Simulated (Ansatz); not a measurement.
Data:

TaAs:
```cif
data_AsTa
_chemical_formula_sum 'Ta1 As1'
_space_group_name_H-M_alt 'P 1'
_space_group_IT_number 1
_cell_length_a 3.17893
_cell_length_b 3.17893
_cell_length_c 3.17893
_cell_angle_alpha 90.000
_cell_angle_beta 90.000
_cell_angle_gamma 90.000
loop_
_space_group_symop_operation_xyz
  'x, y, z'
loop_
_atom_site_label
_atom_site_type_symbol
_atom_site_fract_x
_atom_site_fract_y
_atom_site_fract_z
_atom_site_occupancy
Ta1 Ta 0.00000 0.00000 0.00000 1
As1 As 0.50000 0.50000 0.50000 1
```

This is the PBEsol-relaxed structure.

Task: All from plane-wave PAW PBEsol (Ansatz code), unless another level is named. Predict the highest zone-centre frequency.

Result: 165 cm⁻¹.

Task: What about the Young's modulus?

Result: 324 GPa.

Task: Next, the elastic constants (relaxed ions, GPa)?

Result: C11 = 380, C12 = 102, C44 = 128.

Space group Pm-3m (CsCl type). The cell is a constructed one: a structure type filled with these elements; neither database checked (COD, Materials Project) lists it. It is not the phase usual at ambient conditions (space group No. 109). Symmetry was held in the PBEsol relaxation; its stability against distortions is not shown here. The run is not spin-polarised. As this level gives no gap, shear constants depend on the k-mesh and smearing (Fermi–Dirac, 0.1 eV here). As this level gives no gap, phonon frequencies hold no LO–TO term and depend on the k-mesh and smearing (Fermi–Dirac, 0.1 eV here). Spin–orbit coupling is left out wherever it is not named.

Potentials: the earlier of the program's two PAW sets. The files were generated under PBE; for other functionals the program regenerates the frozen cores, and for LDA and PBEsol the local potential too.
